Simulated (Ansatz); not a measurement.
Cr3NiB:
```cif
data_BCr3Ni
_chemical_formula_sum 'Cr3 Ni1 B1'
_space_group_name_H-M_alt 'Pm-3m'
_space_group_IT_number 221
_space_group_name_Hall '-P 4 2 3'
_cell_length_a 3.79543
_cell_length_b 3.79543
_cell_length_c 3.79543
_cell_angle_alpha 90.000
_cell_angle_beta 90.000
_cell_angle_gamma 90.000
loop_
_atom_site_label
_atom_site_type_symbol
_atom_site_symmetry_multiplicity
_atom_site_Wyckoff_symbol
_atom_site_fract_x
_atom_site_fract_y
_atom_site_fract_z
_atom_site_occupancy
Cr1 Cr 3 c 0.00000 0.50000 0.50000 1
Ni1 Ni 1 a 0.00000 0.00000 0.00000 1
B1 B 1 b 0.50000 0.50000 0.50000 1
```

Relaxed with PBEsol.

Task: Decompose the optical modes at the zone centre into irreducible representations, and say which are infrared and Raman allowed.

Result: Point group m-3m: Γ_opt = 3T1u + T2u. Infrared: T1u. Raman: none.

Task: Assign frequencies (DFPT, the program Ansatz at the PBEsol level (PAW)).

Result: T1u 119, T1u 157, T2u 162, T1u 899 cm⁻¹.

The start of the workflow was typed in or built on a structure type; neither database checked (COD, Materials Project) lists it. Its standing as an ambient phase is unchecked. Symmetry was held in the PBEsol relaxation; whether a distortion lowers the energy is not shown. The workflow began spin-polarised and lost its moments. The volume moved by -26 % from the start of the relaxation. Its formation energy is positive at this level, so the cell may be metastable or incomplete. As this level gives no gap, phonon frequencies hold no LO–TO term and depend on the k-mesh and smearing (Fermi–Dirac, 0.1 eV here).

Potentials: the earlier of the program's two PAW sets. The files were generated under PBE; for other functionals the program regenerates the frozen cores, and for LDA and PBEsol the local potential too.
